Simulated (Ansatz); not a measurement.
This La₃N₂ structure is the end of a relaxation. The cell was found from a structure generator's guess, not taken from experiment.

All numbers below come from DFT PBE, scalar-relativistic, plane waves, PAW in Ansatz 0.2.0. Cutoff 420 eV, Γ-centred mesh, Gaussian smearing, no spin polarisation.

```
CELL_PARAMETERS angstrom
5.48438 0.00000 0.00000
0.00000 5.48438 0.00000
0.00000 0.00000 4.63578
ATOMIC_POSITIONS crystal
La 0.50000 0.00000 0.50000
La 0.00000 0.50000 0.50000
La 0.50000 0.50000 0.00000
N 0.50000 0.00000 0.00000
N 0.00000 0.50000 0.00000
```

Formation energies are uncorrected and refer to the elements' standard structures at the same level (N₂ as a molecule).

Q: Find its symmetry and describe it.

A: P4/mmm (No. 123). Conventional cell: a = 5.484 Å, c = 4.636 Å. La on a site of symmetry mmm is surrounded by 2 N at 2.32 Å; La on a site of symmetry 4/mmm has 4 N at 2.74 Å; around N lie 2 La at 2.32 Å and 2 La at 2.74 Å.

Q: How far does it lie from the elements in energy?

A: −0.23 eV/atom.

Q: Is it a metal?

A: Yes, bands cross the Fermi level on the 8×8×8 mesh.

The last run used an 8×8×8 mesh for its 5-atom cell and Gaussian smearing of 0.10 eV. An odd number of electrons in the primitive cell allows no gap without spin; a larger cell or a magnetic state could open one. The cell is a metal run without spin; a magnetic state may lie lower. Symmetry constrained the relaxation, so the result can be a saddle point. Another cell of La3N2 relaxed alike, in Immm, lies 0.78 eV/atom lower, so this cell isn't the stable form at this level.
